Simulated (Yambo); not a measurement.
Yambo run on Rb2KRhF6 (space group Fm-3m, No. 225). The wavefunctions are PBEsol (pw.x of Quantum ESPRESSO, ONCV potentials, scalar-relativistic) ones on a 2×2×2 mesh (43 occupied bands); a = 6.424 Å, b = 6.424 Å, c = 6.424 Å, α = 60.00°, β = 60.00°, γ = 60.00°.

Yambo input:

```
rim_cut
HF_and_locXC
RandQpts= 1000000
RandGvec= 1 Ry
EXXRLvcs= 88 Ry
VXCRLvcs= 352 Ry
% QPkrange
 1 | 1 | 43 | 44 |
 2 | 2 | 43 | 44 |
 3 | 3 | 43 | 44 |
%
```

k points by index: 1 = Γ, 2 = L, 3 = X.

The o-*.hf file then holds:

```
#    K-point    Band    Eo [eV]    Ehf [eV]    Vxc [eV]    Vnlxc [eV]
#
    1    43    -0.112529    -6.464730    -22.61187    -28.96407
    1    44    2.031965    8.009402    -23.42310    -17.44566
    2    43    -0.047298    -6.444181    -22.87981    -29.27669
    2    44    2.147318    8.085526    -23.75590    -17.81770
    3    43    0.000000    -6.424953    -23.08067    -29.50562
    3    44    1.892394    7.830355    -22.68533    -16.74737
```
Exchange alone, without screening.

Spin-orbit coupling is not included.

Geometry of the Materials Project entry, not relaxed at this level.
